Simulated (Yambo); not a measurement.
```
KHgF3
1.0
    3.20196    -3.20810     0.00000
    3.20196     3.20810     0.00000
    0.00000     0.00000     4.52439
F K Hg
3 1 1
Direct
  0.00000   0.50000   0.00000
  0.50000   0.00000   0.00000
  0.50000   0.50000   0.50000
  0.00000   0.00000   0.50000
  0.50000   0.50000   0.00000
```

KHgF3 (space group Cmmm, No. 65, within 0.06 Å of Pm-3m): mean Im ε in 1 eV windows above the direct gap of 5.64 eV, for different electron-hole kernels (Yambo, broadening 0.15 eV, LDA (pw.x of Quantum ESPRESSO, ONCV potentials, scalar-relativistic) bands; 4×4×4 mesh, 14 valence and 8 conduction bands, static screening with 59 bands and a 3 Ry block, scissor 2.76 eV, Tamm-Dancoff; field along x).

```
window (eV)   independent quasiparticles  BSE
------------  --------------------------  ---
5.6 to 6.6                           1.9  2.3
6.6 to 7.6                           2.9  0.8
7.6 to 8.6                           1.2  0.6
8.6 to 9.6                           0.9  0.5
9.6 to 10.6                          0.6  1.1
10.6 to 11.6                         0.7  1.1
```

This run doesn't resolve bound excitons or single peaks, so only averages are given, and they too depend on the mesh; weight that the attraction moves below the gap isn't listed. All transitions below 13.02 eV are in the band window. The scissor comes from a G0W0 run whose convergence isn't established.

Spin-orbit coupling is left out, which matters for elements this heavy: edges can move by tenths of an eV.

Geometry of the Materials Project entry, not relaxed at this level.
